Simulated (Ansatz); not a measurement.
The start is a relaxed Be cell displaced along its unstable phonon at q = (½, ½, ½) of its primitive reciprocal cell (206i cm⁻¹), largest move 0.15 Å. The cell and all atomic positions are relaxed at zero pressure with PBE (plane waves to 420 eV, PAW, scalar-relativistic; Ansatz, a first-principles code). First-step values are on the input's coarse k-mesh.

Ansatz input (later rounds restart from its end on a renewed k-mesh):
Ansatz 0.2 input:
```yaml
crystal:
  lattice:
    - [-2.2269154824, 2.2269154824, 7.4316809376]
    - [0, 0, 7.4316809376]
    - [0, 2.2269154824, 0]
  atoms:
    - { symbol: Be, position: [0, 0.8507882666, 1.0673577427] }
    - { symbol: Be, position: [0.5, 0.8507882666, 0.9326422573] }
    - { symbol: Be, position: [1, 0.1492117334, 0.9326422573] }
    - { symbol: Be, position: [0.5, 0.1492117334, 1.0673577427] }
basis: { ecutwfc: 420, ecutrho_ratio: 4, xc_grid: 2, fft_grid_basis: typed }
kpoints: { mp_grid: { grid: [20, 20, 20] } }
hamiltonian:
  xc: pbe
  dispersion: none
  pseudopotentials: { azcp: { folder: ./paw }, kind: paw }
scf: { occupations: { method: fermi_dirac, width: 0.05 } }
relax: { f_tol: 0.01, max_steps: 100, cell: { stress_tol: 0.02 } }
output: { forces: true, stress: true }
```

### Question
How much energy is released per atom?

### Answer
0.17 eV/atom.

### Question
How does the volume change?

### Answer
-4.1 %, from 9.21 to 8.83 Å³/atom.

### Question
How do the shortest distances between atoms change?

### Answer
The closest pairs of elements (up to four, under 3.6 Å), start → end: Be–Be 2.17 → 2.15 Å.

### Question
What band gap does the relaxed structure have at this level?

### Answer
No gap (metallic).

### Question
Write out the relaxed structure.

### Answer

```cif
data_Be4
_chemical_formula_sum 'Be4'
_space_group_name_H-M_alt 'Cmcm'
_space_group_IT_number 63
_space_group_name_Hall '-C 2c 2'
_cell_length_a 2.35192
_cell_length_b 6.99519
_cell_length_c 2.14779
_cell_angle_alpha 90.000
_cell_angle_beta 90.000
_cell_angle_gamma 90.000
loop_
_atom_site_label
_atom_site_type_symbol
_atom_site_symmetry_multiplicity
_atom_site_Wyckoff_symbol
_atom_site_fract_x
_atom_site_fract_y
_atom_site_fract_z
_atom_site_occupancy
Be1 Be 4 c 0.00000 0.13889 0.75000 1
```
(The calculation used a cell of 2 atoms; values per cell refer to that cell.)

Final values are on a 21×21×21 k-mesh of the relaxed cell. No spin polarisation in the result.

The run could not lose the symmetry of its start: the end is stationary, and may be a saddle point rather than a minimum.

The relaxed structure here is a generated cell of Be: the first start was made by placing the elements on the sites of a structure type, and the end was not matched to a known phase here, so it may be hypothetical. Known forms of Be include space group No. 194.
